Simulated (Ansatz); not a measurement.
Relaxed-ion elastic tensor of SrGa$_{2}$H$_{2}$ in space group P-3m1 (No. 164; Ga on 2d, H on 2d, Sr on 1a) in GPa (Voigt order), DFT-PBEsol in the program Ansatz with PAW potentials; density 5.07 g/cm³, 15.01 Å³ per atom.

|  | 1 | 2 | 3 | 4 | 5 | 6 |
|---|---|---|---|---|---|---|
| 1 | 141 | 28.0 | 19.1 | -13.2 | 0.0 | 0.0 |
| 2 | 28.0 | 141 | 19.1 | 13.2 | 0.0 | 0.0 |
| 3 | 19.1 | 19.1 | 67.9 | 0.0 | 0.0 | 0.0 |
| 4 | -13.2 | 13.2 | 0.0 | 47.5 | 0.0 | 0.0 |
| 5 | 0.0 | 0.0 | 0.0 | 0.0 | 47.5 | -13.2 |
| 6 | 0.0 | 0.0 | 0.0 | 0.0 | -13.2 | 56.6 |

Q: Is the crystal mechanically stable?

A: Yes: the smallest eigenvalue of C is 38.1 GPa.

Q: Work out the Voigt, Reuss and Hill averages.

A: K_V = 53.7, K_R = 47.1, K_H = 50.4; G_V = 49.3, G_R = 44.3, G_H = 46.8 GPa.

Q: Give Young's modulus, Poisson's ratio, Pugh's ratio and the universal anisotropy index.

A: E = 9KG/(3K + G) = 107 GPa; ν = 0.15; K/G = 1.08 (brittle by the Pugh limit of 1.75); A_U = 5G_V/G_R + K_V/K_R − 6 = 0.69.

Q: Estimate the sound speeds and the Debye temperature.

A: v_l = √((K + 4G/3)/ρ) = 4720 m/s, v_t = √(G/ρ) = 3040 m/s, mean 3340 m/s; Θ = (h/k)(3n/4πV)^(1/3) v_m = 403 K.

Q: How much does each axis shrink under pressure?

A: Linear compressibilities β_i = Σ_j S_ij (j = 1 to 3): x 4.5, y 4.5, z 12 per TPa.

The workflow started from an entry of the Crystallography Open Database (COD). Its standing as an ambient phase is unchecked. The cell was relaxed with PBEsol under the symmetry of its start; of distortions, only those at the zone centre were tested. As this level gives no gap, shear constants depend on the k-mesh and smearing (Fermi–Dirac, 0.1 eV here).

Potentials: the later of the program's two PAW sets.
